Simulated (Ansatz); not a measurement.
A distorted cell of SiO₂ (rutile):

```xyz
6
Lattice="4.0841 0.0000 0.0000 0.0000 4.0841 0.0000 0.0000 0.0000 2.7120" Properties=species:S:1:pos:R:3 pbc="T T T"
Si     2.0421     2.0421     1.3560
Si     0.0000     0.0000     0.0000
O      3.2920     3.2920     1.3560
O      1.2500     2.8341     0.0000
O      2.8341     1.2500     0.0000
O      0.7921     0.7921     1.3560
```

Computed with PBEsol (plane waves to 420 eV, PAW, scalar-relativistic; Ansatz, a first-principles code). k mesh 8×8×12 (Γ-centred), Fermi-Dirac smearing 0.05 eV. Energies are smeared free energies. Stress and pressure are positive under compression. As the atoms are clamped, bonds stretch with the cell, which overstates energies and stresses. SiO2 was relaxed with its symmetry unable to fall. The PAW data are Ansatz's earlier set.

Q: Give the stress tensor in GPa and the pressure.

A: 
```
   17.8      0.0      0.0
    0.0     17.8      0.0
    0.0      0.0      2.0
```
The pressure, a third of the trace, is 12.5 GPa.

Q: It is the relaxed cell deformed to V/V₀ = 0.960, (c/a)/(c/a)₀ = 1.040, c along z, fractional positions held. What is its energy relative to the relaxed cell?

A: 21.4 meV/atom.

(Under strain, the slope of the energy per volume gives the stress and its curvature an elastic modulus.)
